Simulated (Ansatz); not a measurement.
# AlGa3N4: random displacements

Level of theory: DFT r2SCAN, scalar-relativistic, plane waves, PAW (Ansatz 0.2.0). The runs took a 500 eV cutoff, a Γ-centred 6×6×6 mesh and Gaussian smearing (0.05 eV). No spin polarisation. Energies are free energies at this smearing, counted from the undisturbed cell; pressure is positive in compression.

Zero of the scan (as given, not relaxed at this level, and it needn't be the usual structure):

```
Al Ga N
1.0
     4.47169    0.00000    0.00000
     0.00000    4.47169    0.00000
     0.00000    0.00000    4.47169
Al Ga N
1 3 4
Direct
  0.00000 0.00000 0.00000
  0.50000 0.50000 0.00000
  0.50000 0.00000 0.50000
  0.00000 0.50000 0.50000
  0.75571 0.75571 0.24429
  0.75571 0.24429 0.75571
  0.24429 0.75571 0.75571
  0.24429 0.24429 0.24429
```

The atoms are displaced (Å, in the unstrained cell):

| atom | ux | uy | uz |
| --- | --- | --- | --- |
| Al1 | 0.014 | 0.041 | 0.014 |
| Ga2 | -0.033 | 0.027 | 0.008 |
| Ga3 | 0.014 | 0.021 | -0.006 |
| Ga4 | 0.013 | 0.011 | 0.016 |
| N5 | 0.003 | -0.038 | -0.027 |
| N6 | 0.030 | -0.028 | -0.037 |
| N7 | -0.055 | -0.026 | -0.021 |
| N8 | 0.014 | -0.008 | 0.053 |

The cell is not strained.

Q: What are the energy change, the stress and the forces?

A: ΔE = 22.7 meV/atom; stress (xx, yy, zz, yz, xz, xy; compression positive) (-0.34, -0.24, -0.04, 0.43, 2.69, 0.80) GPa; gap on the mesh 2.63 eV.
| atom | Fx (eV/Å) | Fy | Fz |
| --- | --- | --- | --- |
| Al1 | -0.29 | -0.80 | -0.10 |
| Ga2 | 0.41 | -0.56 | -0.40 |
| Ga3 | 0.14 | -0.91 | 0.20 |
| Ga4 | -0.66 | -0.31 | -0.54 |
| N5 | -0.02 | 0.71 | 0.32 |
| N6 | -0.65 | 0.62 | 0.79 |
| N7 | 1.18 | 0.93 | 0.64 |
| N8 | -0.11 | 0.32 | -0.91 |

Cost: 1 run of about 1.6 core-minutes, on Arm Neoverse V2 (shared hosts).